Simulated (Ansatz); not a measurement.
BaTiO$_{3}$: a prediction, then the measurements

Theory: DFT PBE+U, scalar-relativistic, plane waves, PAW in Ansatz.

Cutoff 420 eV; k points 8×8×8 on the computed 5-atom cell (Γ-centred); Gaussian smearing, width 0.02 eV; U_eff Ti 4.00 eV on the d shells (Löwdin-orthogonalised atomic orbitals); no spin polarisation.

Relaxed structure, symmetry kept:

```
Ba Ti O
1.0
     4.01120    0.00000    0.00000
     0.00000    4.01120    0.00000
     0.00000    0.00000    4.12677
Ba Ti O
1 1 3
Direct
  0.00000 0.00000 0.99551
  0.50000 0.50000 0.48120
  0.50000 0.50000 0.03153
  0.50000 0.00000 0.51738
  0.00000 0.50000 0.51738
```

| Quantity | Value |
| --- | --- |
| Space group | P4mm (No. 99) |
| Volume per atom | 89.6 bohr³ |
| Kohn–Sham band gap | 2.27 eV, indirect from A to Γ |
| Löwdin character of the top 1 eV of the valence band | O 2p 94 % |
| Löwdin character of the lowest 1 eV of the conduction band | Ti 3d 86 %, O 2p 10 % |
| Electron masses at the edge by Cartesian direction of the standard setting (m_e; degenerate bands sorted by energy; no spin-orbit coupling) | x: 0.56; y: 0.56; z: 9.8 |
| Hole masses at the edge by Cartesian direction of the standard setting (m_e; degenerate bands sorted by energy; no spin-orbit coupling) | x: 0.83; y: 0.83; z: 22 |
| Bader charges (e) | Ba (1 in the cell) 1.54, Ti (1 in the cell) 2.33, O (1 in the cell) -1.27, O (2 in the cell) -1.30 |

Spin-orbit coupling is left out, which matters for the bands of heavy elements.

A ferromagnetic start lost its moments in a first run, so spin was left out; other magnetic orders weren't tried.

**The experiment to reproduce.**

“X-ray diffractometry for the structure determination of a submicrometre single powder grain”, 2009, pmc:2678016 reports, for a bulk crystal of BaTiO3 at 300 K: lattice constant a 3.9905 ± 0.0013 Å.

Against the measured lattice constant a of BaTiO3, 3.9905 Å (300 K; the paper above), the calculated 4.011 Å is off by +0.5 %. The calculation is for 0 K without zero-point motion.

Cost: 11 runs of about 18 core-minutes in all, on Intel Xeon Platinum 8375C (Ice Lake) (shared hosts).